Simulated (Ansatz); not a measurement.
Problem. Ge2Sb2Te5 in space group P-3m1 (No. 164; Pearson symbol hP9) is relaxed with the program Ansatz at the r²SCAN+D4 level (PAW). What lattice parameters of the conventional cell result?

Solution. a = 4.248 Å, c = 17.348 Å.

Problem. Give the free coordinates with the occupied sites.

Solution. In one choice of origin and axes:

```csv
atom,site,symmetry,x,y,z
Ge,2d,3m.,0.6667,0.3333,0.0987
Sb,2c,3m.,0.0000,0.0000,0.3116
Te,1a,-3m.,0.0000,0.0000,0.0000
Te,2d,3m.,0.3333,0.6667,0.1950
Te,2d,3m.,0.6667,0.3333,0.4097
```

Problem. Is it a metal or does it have a gap at this level?

Solution. A gap of 0.37 eV.

The cell was relaxed with r²SCAN+D4 under the symmetry of its start. At this level the phase is dynamically unstable (imaginary phonons). Spin–orbit coupling is left out wherever it is not named.

Potentials: the earlier of the program's two PAW sets. The files were generated under PBE; for other functionals the program regenerates the frozen cores, and for LDA and PBEsol the local potential too.
